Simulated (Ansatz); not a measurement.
Fe (bcc, W type)

```xyz
1
Lattice="-1.3934 1.3934 1.3934 1.3934 -1.3934 1.3934 1.3934 1.3934 -1.3934" Properties=species:S:1:pos:R:3 pbc="T T T"
Fe     0.0000     0.0000     0.0000
```

Equation-of-state scan: isotropic scaling of the cell above, V₀ being its volume. Symmetry pins the atoms to their sites.

These are PBEsol (plane waves to 420 eV, PAW, scalar-relativistic; Ansatz, an electronic-structure program) values and carry that method's errors. k mesh 23×23×23 (Γ-centred), Fermi-Dirac smearing 0.05 eV. E stands for the smeared free energy. Fe was relaxed with its symmetry unable to fall. Relaxed Fe ends ferromagnetic. The PAW data are Ansatz's earlier set. Other magnetic orders were not checked, so this need not be the ground state. ΔE is measured from the relaxed starting cell. The last digit holds for this mesh only.

```tsv
V (Å³/atom)	ΔE (meV/atom)
9.090	271.0
9.378	177.6
9.667	107.0
9.956	56.4
10.244	23.4
10.533	5.4
10.821	0.0
11.110	4.9
11.398	19.0
11.687	41.3
11.976	70.5
12.264	105.1
12.553	143.4
```

What is the fitted pressure derivative B₀′?

4.9.

What bulk modulus B₀ follows from a third-order Birch-Murnaghan fit?

223 GPa. Check by three points about V = 10.821 Å³/atom, step 0.577: d²E/dV² ≈ (23 − 2·0 + 19) meV / 0.577² = 0.126 eV/Å⁶, and V·d²E/dV² × 160.2 = 219 GPa.

(A scan under strain: stresses follow from slopes of the energy per volume, elastic moduli from its curvatures.)
